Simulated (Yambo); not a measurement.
Yambo run on K4CdP2 (space group R-3m, No. 166). The wavefunctions come from this Quantum ESPRESSO step (PBEsol, PseudoDojo standard norm-conserving files, scalar-relativistic):

```
&CONTROL
  calculation = 'nscf'
  pseudo_dir = './pseudo'
  outdir = './out'
/
&SYSTEM
  ibrav = 0
  nat = 7
  ntyp = 3
  ecutwfc = 102.0
  ecutrho = 408.0
  occupations = 'fixed'
  force_symmorphic = .true.
  nbnd = 354
/
&ELECTRONS
  conv_thr = 7.000000000000001e-09
  diago_full_acc = .true.
  diago_thr_init = 1e-08
/
ATOMIC_SPECIES
P 30.9738 P.upf
K 39.0983 K.upf
Cd 112.4140 Cd.upf
CELL_PARAMETERS angstrom
  2.842080009000   1.640875658000   9.031877000000
 -2.842080009000   1.640875658000   9.031877000000
  0.000000000000  -3.281751316000   9.031877000000
ATOMIC_POSITIONS crystal
P   0.411462000000   0.411462000000   0.411462000000
P   0.588538000000   0.588538000000   0.588538000000
K   0.892696000000   0.892696000000   0.892696000000
K   0.107304000000   0.107304000000   0.107304000000
K   0.707856000000   0.707856000000   0.707856000000
K   0.292144000000   0.292144000000   0.292144000000
Cd   0.500000000000   0.500000000000   0.500000000000
K_POINTS automatic
2 2 2 0 0 0
```

Yambo input:

```
rim_cut
gw0
dyson
el_el_corr
HF_and_locXC
ppa
em1d
RandQpts= 1000000
RandGvec= 1 Ry
EXXRLvcs= 102 Ry
VXCRLvcs= 408 Ry
Chimod= "HARTREE"
% BndsRnXp
 5 | 353 |
%
NGsBlkXp= 7 Ry
% LongDrXp
 1.0 | 1.0 | 1.0 |
%
PPAPntXp= 27.2114 eV
% GbndRnge
 1 | 353 |
%
GTermKind= "BG"
DysSolver= "n"
ExtendOut
% QPkrange
 1 | 1 | 33 | 34 |
 2 | 2 | 33 | 34 |
 3 | 3 | 33 | 34 |
 4 | 4 | 33 | 34 |
%
```

k points by index: 1 = Γ, 2 = L, 3 = F, 4 = Z.

Table of the .qp output:

```
#    K-point    Band    Eo [eV]    E [eV]    E-Eo [eV]    Vxc [eV]    Vnlxc [eV]    Sc|Eo [eV]    Sc|E [eV]    dSc/dw|Eo [eV]    Re(Z)    Im(Z)
#
    1    33    -0.094403    -0.926092    -0.831689    -10.69115    -12.99389    1.217797    1.471054    -8.284776    0.766596    -0.001890
    1    34    0.802276    0.900625    0.098349    -7.586481    -4.446798    -3.018459    -3.041333    -6.319784    0.811522    -0.001691
    2    33    -0.038694    -0.893719    -0.855025    -10.72887    -13.06706    1.222234    1.483163    -8.302771    0.766207    -0.001960
    2    34    1.525419    1.678565    0.153145    -7.173549    -4.023004    -2.961581    -2.997400    -6.358399    0.810588    -0.001718
    3    33    0.000000    -0.832698    -0.832698    -10.79731    -13.08135    1.196838    1.451339    -8.315355    0.765936    -0.001954
    3    34    1.815301    2.032743    0.217442    -7.933264    -4.691221    -2.970795    -3.024601    -6.728784    0.801741    -0.001869
    4    33    -0.141568    -0.961116    -0.819548    -10.56260    -12.83721    1.206468    1.455062    -8.252718    0.767289    -0.001871
    4    34    1.953735    2.135661    0.181925    -8.722864    -5.357932    -3.138667    -3.183006    -6.626972    0.804155    -0.001588
```
(The two width columns are left out.) Convergence of these settings isn't established.

Spin-orbit coupling is not included.

Geometry of the Materials Project entry, not relaxed at this level.

The structure is a Materials Project entry; no match was found in the copy of COD used, and its stability was not checked.
